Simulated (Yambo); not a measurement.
Yambo run on NaAlS2O8 (space group C2/m, No. 12). The wavefunctions are norm-conserving LDA (Quantum ESPRESSO, 88 Ry, no spin-orbit coupling) ones on a 2×2×2 mesh (36 occupied bands); a = 4.7108 Å, b = 4.7108 Å, c = 7.3088 Å, α = 92.54°, β = 92.54°, γ = 65.06°.

Yambo input:

```
rim_cut
gw0
dyson
el_el_corr
HF_and_locXC
ppa
em1d
RandQpts= 1000000
RandGvec= 1 Ry
EXXRLvcs= 88 Ry
VXCRLvcs= 352 Ry
Chimod= "HARTREE"
% BndsRnXp
 2 | 91 |
%
NGsBlkXp= 4 Ry
% LongDrXp
 1.0 | 1.0 | 1.0 |
%
PPAPntXp= 27.2114 eV
% GbndRnge
 1 | 91 |
%
GTermKind= "BG"
DysSolver= "n"
ExtendOut
% QPkrange
 1 | 1 | 36 | 37 |
 5 | 5 | 36 | 36 |
%
```

k points by index: 1 = Γ, 5 = (-0.5, -0.5, 0).

The o-*.qp file then holds:

```
#    K-point    Band    Eo [eV]    E [eV]    E-Eo [eV]    Vxc [eV]    Vnlxc [eV]    Sc|Eo [eV]    Sc|E [eV]    dSc/dw|Eo [eV]    Re(Z)    Im(Z)
#
    1    36    -0.151123    -1.715497    -1.564373    -20.25428    -26.15787    4.010120    4.339223    -5.724091    0.826201    -0.001096
    1    37    5.397579    7.285733    1.888154    -12.88323    -7.711650    -3.014238    -3.283428    -3.879297    0.875226    -0.805579E-3
    5    36    0.000000    -1.562953    -1.562953    -20.35138    -26.16308    3.920428    4.248745    -5.715625    0.826414    -0.001106
```
(The two width columns are left out.) Convergence of these settings isn't established.

Geometry of the Materials Project entry, not relaxed at this level.

The structure is a Materials Project entry; no match was found in the copy of COD used, and its stability was not checked.
